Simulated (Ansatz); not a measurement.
# SiGe (P6_3mc), two-dimensional strain map

All numbers below come from Ansatz, DFT PBEsol, scalar-relativistic, plane waves, PAW. The runs took a 420 eV cutoff, a Γ-centred 12×12×6 mesh and Gaussian smearing (0.03 eV). No spin polarisation. Energies are free energies at this smearing, counted from the undisturbed cell; pressure is positive in compression.

Zero of the scan (as given, not relaxed at this level; it stands at -0.2 GPa, and it needn't be the usual structure):

```
CELL_PARAMETERS angstrom
3.90445 0.00000 0.00000
-1.95223 3.38135 0.00000
0.00000 0.00000 6.45078
ATOMIC_POSITIONS crystal
Si 0.66667 0.33333 0.87461
Si 0.33333 0.66667 0.37461
Ge 0.66667 0.33333 0.50039
Ge 0.33333 0.66667 0.00039
```

The cell is strained by p along both x and y and by q along z, fractional coordinates fixed. Points are written (p, q).

Energy above the undisturbed cell in meV/atom (a dash: not computed):

```
 p \ q  -0.050  -0.025  0.000  0.050
-0.050   138.2   100.2   85.1  105.9
 0.000    40.2       –    0.0   32.6
 0.050   101.1       –   67.5  105.5
```

Pressure in GPa:

| p \ q | -0.050 | -0.025 | 0.000 | 0.050 |
| --- | --- | --- | --- | --- |
| -0.050 | 17.1 | 13.4 | 10.5 | 6.0 |
| 0.000 | 4.8 | – | -0.2 | -3.5 |
| 0.050 | -2.2 | – | -6.2 | -8.6 |

Gap on the k-mesh in eV:

```
 p \ q  -0.050  -0.025  0.000  0.050
-0.050    0.06    0.23   0.27   0.08
 0.000    0.00       –   0.35   0.29
 0.050    0.00       –   0.00   0.02
```

Where the gap reads zero the k-mesh, chosen for the insulator, is on the coarse side.